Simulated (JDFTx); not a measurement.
An input for JDFTx (a modified build) (Ir(100), CANDLE, water, 1 M NaF; bohr, hartree) and the course of its log:

```
lattice \
  5.1497683269 0.0000000000 0.0000000000 \
  0.0000000000 5.1497683269 0.0000000000 \
  0.0000000000 0.0000000000 44.7865091536
coords-type Lattice
ion Ir 0.0000000000 0.0000000000 -0.1626130800 0
ion Ir 0.5000000000 0.5000000000 -0.0813065400 0
ion Ir 0.0000000000 0.0000000000 0.0000000000 0
ion Ir 0.5000000000 0.5000000000 0.0813065400 0
ion Ir 0.0000000000 0.0000000000 0.1626130800 0
ion-species pseudo/ir_pbe_v1.2.upf
elec-cutoff 20 100
elec-ex-corr gga-PBE
coulomb-interaction Slab 001
coulomb-truncation-embed 0 0 0
kpoint-folding 8 8 1
elec-smearing Fermi 0.01
elec-n-bands 50
electronic-scf nIterations 100 energyDiffThreshold 1e-08
fluid LinearPCM
pcm-variant CANDLE
fluid-solvent H2O
fluid-cation Na+ 1
fluid-anion F- 1
fluid-minimize nIterations 400 knormThreshold 1e-11
wavefunction read vac.wfns
elec-initial-eigenvals vac.eigenvals
dump-name f0.$VAR
dump End State Ecomponents EigStats BandEigs Forces ElecDensity IonicPositions Fillings Kpoints Dtot FluidDebug BoundCharge FluidDensity
```

```
[one cycle in 5 is shown, and the last three; fluid-solver lines are left out]
	FillingsUpdate:  mu: -0.194922624  nElectrons: 75.000000
SCF: Cycle:  0   F: -382.265292312799659   dF: +3.423e-05   |Residual|: 1.665e-03   |deigs|: 2.763e-04
	FillingsUpdate:  mu: -0.192142742  nElectrons: 75.000000
SCF: Cycle:  5   F: -382.265371679041209   dF: -4.737e-06   |Residual|: 2.474e-04   |deigs|: 7.624e-04
	FillingsUpdate:  mu: -0.191293357  nElectrons: 75.000000
SCF: Cycle: 10   F: -382.265370951314026   dF: +8.643e-07   |Residual|: 3.452e-04   |deigs|: 3.841e-04
	FillingsUpdate:  mu: -0.191227095  nElectrons: 75.000000
SCF: Cycle: 15   F: -382.265373103430591   dF: +6.521e-08   |Residual|: 6.078e-05   |deigs|: 1.085e-04
	FillingsUpdate:  mu: -0.191232671  nElectrons: 75.000000
SCF: Cycle: 20   F: -382.265373154934593   dF: +1.630e-08   |Residual|: 2.921e-05   |deigs|: 5.024e-06
	FillingsUpdate:  mu: -0.191243666  nElectrons: 75.000000
SCF: Cycle: 25   F: -382.265373131923468   dF: +1.912e-08   |Residual|: 4.694e-05   |deigs|: 3.755e-05
	FillingsUpdate:  mu: -0.191235538  nElectrons: 75.000000
SCF: Cycle: 30   F: -382.265373164765151   dF: -9.840e-08   |Residual|: 2.672e-05   |deigs|: 3.310e-05
	FillingsUpdate:  mu: -0.191213861  nElectrons: 75.000000
SCF: Cycle: 35   F: -382.265373102870228   dF: +6.412e-08   |Residual|: 5.074e-05   |deigs|: 2.169e-05
	FillingsUpdate:  mu: -0.191236971  nElectrons: 75.000000
SCF: Cycle: 40   F: -382.265373161472041   dF: -4.021e-08   |Residual|: 2.416e-05   |deigs|: 1.773e-05
	FillingsUpdate:  mu: -0.191232951  nElectrons: 75.000000
SCF: Cycle: 45   F: -382.265373162749484   dF: -4.488e-08   |Residual|: 1.861e-05   |deigs|: 2.487e-05
	FillingsUpdate:  mu: -0.191239376  nElectrons: 75.000000
SCF: Cycle: 50   F: -382.265373153642486   dF: -2.285e-08   |Residual|: 3.286e-05   |deigs|: 2.456e-05
	FillingsUpdate:  mu: -0.191237730  nElectrons: 75.000000
SCF: Cycle: 55   F: -382.265373165603648   dF: -4.087e-08   |Residual|: 1.800e-05   |deigs|: 1.868e-05
	FillingsUpdate:  mu: -0.191233416  nElectrons: 75.000000
SCF: Cycle: 60   F: -382.265373168626923   dF: -7.495e-08   |Residual|: 1.347e-05   |deigs|: 9.216e-06
	FillingsUpdate:  mu: -0.191220321  nElectrons: 75.000000
SCF: Cycle: 65   F: -382.265373169865654   dF: -1.666e-08   |Residual|: 1.465e-05   |deigs|: 1.744e-05
	FillingsUpdate:  mu: -0.191231901  nElectrons: 75.000000
SCF: Cycle: 70   F: -382.265373170078931   dF: -5.923e-08   |Residual|: 1.315e-05   |deigs|: 2.294e-05
	FillingsUpdate:  mu: -0.191232608  nElectrons: 75.000000
SCF: Cycle: 75   F: -382.265373166642632   dF: -7.628e-08   |Residual|: 1.373e-05   |deigs|: 1.400e-05
	FillingsUpdate:  mu: -0.191236031  nElectrons: 75.000000
SCF: Cycle: 80   F: -382.265373164790219   dF: -9.394e-08   |Residual|: 2.030e-05   |deigs|: 2.026e-05
	FillingsUpdate:  mu: -0.191232124  nElectrons: 75.000000
SCF: Cycle: 85   F: -382.265373167591235   dF: -1.007e-07   |Residual|: 1.397e-05   |deigs|: 1.351e-05
	FillingsUpdate:  mu: -0.191216393  nElectrons: 75.000000
SCF: Cycle: 90   F: -382.265373169158977   dF: -1.250e-08   |Residual|: 1.193e-05   |deigs|: 2.277e-05
	FillingsUpdate:  mu: -0.191202423  nElectrons: 75.000000
SCF: Cycle: 95   F: -382.265373106110303   dF: +5.504e-08   |Residual|: 4.333e-05   |deigs|: 3.865e-05
	FillingsUpdate:  mu: -0.191218010  nElectrons: 75.000000
SCF: Cycle: 97   F: -382.265373171824081   dF: -2.453e-08   |Residual|: 4.234e-06   |deigs|: 2.000e-05
	FillingsUpdate:  mu: -0.191242153  nElectrons: 75.000000
SCF: Cycle: 98   F: -382.265372794406971   dF: +3.774e-07   |Residual|: 1.428e-04   |deigs|: 2.668e-05
	FillingsUpdate:  mu: -0.191232600  nElectrons: 75.000000
SCF: Cycle: 99   F: -382.265373166283666   dF: -3.719e-07   |Residual|: 1.936e-05   |deigs|: 1.265e-05
SCF: None of the convergence criteria satisfied after 100 iterations.
IonicMinimize: Iter:   0  F: -382.265373166283666  |grad|_K:  0.000e+00
IonicMinimize: Converged (|grad|_K<1.000000e-04).
```

This run gave no converged result. The loop ran out of cycles short of its threshold. It has stalled and not diverged: the last ten energies span 4e-07 Ha, so the total is near its end, but levels, forces and charges aren't shown converged.
